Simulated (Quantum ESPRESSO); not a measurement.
MgGa2SiP4 (made-up cell) (calculated)

All values are calculated (Quantum ESPRESSO 7.5). Calculation on a made-up crystal cell, not a measurement: periodic Kohn-Sham density functional theory in plane waves with PseudoDojo standard norm-conserving scalar-relativistic pseudopotentials, each functional with its own files (v0.5 for PBE, v0.4.1 for LDA and PBEsol), no spin polarisation, no spin-orbit coupling, atoms not relaxed, stress positive in tension, energies less a fixed whole-eV offset for each atom's element; levels are Kohn-Sham levels at fractions of this cell's reciprocal vectors, counted from the reference band (half the neutral cell's valence electrons, rounded up) at Gamma; error bars cover cutoff and k-mesh only, not smearing or the files; added strain carries the atoms with the cell, and shear is the tensor component; each bar is the largest change over components, and at least 0.002 eV, 0.002 eV per angstrom or 0.02 GPa; energies are for the whole cell, and the offsets were chosen from early runs and are not element reference energies.

```yaml
- formula: MgGa2SiP4
  kind: "made-up cell"
  structure:
    cell_angstrom:
      - [5.4408, -0.058, 0.01]
      - [-0.058, 5.4713, -0.0472]
      - [0.01, -0.0472, 5.3062]
    atoms_fractional:
      - [Ga, -0.00838, -0.01142, -0.00825]
      - [Si, -0.01149, 0.5054, 0.50395]
      - [Mg, 0.50057, -0.00992, 0.54416]
      - [Ga, 0.51307, 0.49782, 0.00819]
      - [P, 0.25443, 0.2497, 0.24653]
      - [P, 0.26663, 0.76441, 0.75589]
      - [P, 0.75509, 0.23785, 0.7322]
      - [P, 0.73908, 0.768, 0.24525]
  given:
    lattice_type: "zincblende/diamond"
    functional: pbe
    "cutoff [eV]": 1143
    "fermi_dirac_smearing [eV]": 0.025
    "scf_tolerance [eV]": 1.0e-07
    electrons_removed: 0
    k_mesh: "4 x 4 x 4, shifted by half a step"
    atom_site: [1, 2, 3, 4, 5, 6, 7, 8]
    "atom_energy_offset [eV]": [-2080, -115, -1617, -2080, -189, -189, -189, -189]
  results:
    "free_energy_less_offsets [eV]": -0.07558
    "smearing_term_minus_ts [eV]": 0.0
    scf_iterations: 10
    "pressure [GPa]": 7.708
    "stress_xx [GPa]": -8.291
    "stress_yy [GPa]": -7.058
    "stress_zz [GPa]": -7.776
    "stress_yz [GPa]": 0.1745
    "stress_xz [GPa]": 2.774
    "stress_xy [GPa]": -7.743
    force_site: [1, 2, 3, 4, 5, 6, 7, 8]
    "force_x [eV/angstrom]": [0.8686, 1.201, -0.1021, -0.5078, -1.075, -3.436, 2.05, 1.002]
    "force_y [eV/angstrom]": [0.9379, 0.1967, 1.217, -0.4026, 0.4147, -3.99, 2.974, -1.347]
    "force_z [eV/angstrom]": [0.191, -0.8276, -3.954, -0.6824, 0.8873, 1.671, 1.656, 1.059]
    "error_bar_energy [eV]": 0.007521
    "error_bar_stress [GPa]": 0.02
    "error_bar_force [eV/angstrom]": 0.008252
    error_bars_from: "tighter rerun of this cell"
```
